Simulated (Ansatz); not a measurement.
**Clamped-ion strain scan in Ti**

Computed with DFT PBEsol, scalar-relativistic, plane waves, PAW (Ansatz). The runs took a 420 eV cutoff, a Γ-centred 20×20×20 mesh and Gaussian smearing (0.15 eV). No spin polarisation. Energies are free energies at this smearing, counted from the undisturbed cell; pressure is positive in compression.

The undisturbed cell (as given, not relaxed at this level; it stands at -0.3 GPa; this fcc form isn't the usual structure):

```xyz
1
Lattice="0.0000 2.0300 2.0300 2.0300 0.0000 2.0300 2.0300 2.0300 0.0000" Properties=species:S:1:pos:R:3 pbc="T T T"
Ti    0.0000    0.0000    0.0000
```

The cell is strained by ε times the Voigt pattern (0, 0, 0, 0, 0, 1) (xx, yy, zz, yz, xz, xy; engineering shear) with fractional coordinates fixed. The cell is metallic on the mesh throughout.

```tsv
ε	ΔE (meV/atom)	stress summed along the pattern (GPa, tension positive)	pressure (GPa)
-0.1000	30.4	-5.58	0.1
-0.0500	?	?	-0.2
0.0000	0.0	0.00	-0.3
0.0125	0.5	0.75	-0.3
0.0250	2.0	1.50	-0.3
0.0375	?	2.24	?
0.0625	12.1	3.67	-0.1
0.0750	17.4	4.35	0.0
0.0875	23.5	4.99	0.0
```

By symmetry 0.1000 repeats -0.1000, -0.0750 repeats 0.0750, 0.0500 repeats -0.0500, -0.0250 repeats 0.0250 in energy, with the opposite slope along the path.

Q: Give the withheld values.

A: ΔE (meV/atom) at ε = -0.0500: 7.8; stress summed along the pattern (GPa, tension positive) at ε = -0.0500: -2.97; ΔE (meV/atom) at ε = 0.0375: 4.4; pressure (GPa) at ε = 0.0375: -0.2.